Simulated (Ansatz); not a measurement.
TlBr:
```cif
data_BrTl
_chemical_formula_sum 'Tl1 Br1'
_space_group_name_H-M_alt 'P 1'
_space_group_IT_number 1
_cell_length_a 3.98015
_cell_length_b 3.98015
_cell_length_c 3.98015
_cell_angle_alpha 90.000
_cell_angle_beta 90.000
_cell_angle_gamma 90.000
loop_
_space_group_symop_operation_xyz
  'x, y, z'
loop_
_atom_site_label
_atom_site_type_symbol
_atom_site_fract_x
_atom_site_fract_y
_atom_site_fract_z
_atom_site_occupancy
Tl1 Tl 0.00000 0.00000 0.00000 1
Br1 Br 0.50000 0.50000 0.50000 1
```

Relaxed with PBE+D3(BJ). PBE+D3(BJ) in the plane-wave PAW code Ansatz gives a gap of 1.86 eV.

Task: What gap does HSE06 give on the same cell (Ansatz, PAW)?

Result: 2.54 eV, 0.69 eV more. The hybrid was solved on a coarser mesh and at special points; its gap is the smallest among all of these.

```json
[
 {"k": "Γ", "v1 PBE+D3(BJ)": "-1.31", "c1 PBE+D3(BJ)": "7.01", "v1 HSE06": "…", "c1 HSE06": "…"},
 {"k": "R", "v1 PBE+D3(BJ)": "-1.93", "c1 PBE+D3(BJ)": "2.14", "v1 HSE06": "…", "c1 HSE06": "…"},
 {"k": "M", "v1 PBE+D3(BJ)": "-0.72", "c1 PBE+D3(BJ)": "4.87", "v1 HSE06": "…", "c1 HSE06": "…"},
 {"k": "X", "v1 PBE+D3(BJ)": "0.00", "c1 PBE+D3(BJ)": "1.86", "v1 HSE06": "0.00", "c1 HSE06": "2.54"}
]
```

Task: Top valence (v1) and lowest conduction level (c1) in eV from each method's valence maximum (which need not be a listed point): supply the withheld HSE06 values.

Result: 
- R, v1 HSE06: -2.31
- R, c1 HSE06: 2.81
- M, v1 HSE06: -0.99
- M, c1 HSE06: 5.73
- Γ, v1 HSE06: -1.61
- Γ, c1 HSE06: 7.82

Cost on shared cores: the PBE+D3(BJ) run (SCF on a 7×7×7 mesh, then bands and DOS) very roughly 13 core-seconds, the HSE06 run (SCF on 5×5×5, then a few points) very roughly 90 core-seconds; the tasks are unlike.

Space group Pm-3m (CsCl type). Symmetry was held in the PBE+D3(BJ) relaxation; phonons on a q-mesh show no instability. Scalar-relativistic: spin–orbit coupling is off unless named, which matters more the heavier the elements.

Potentials: the later of the program's two PAW sets.
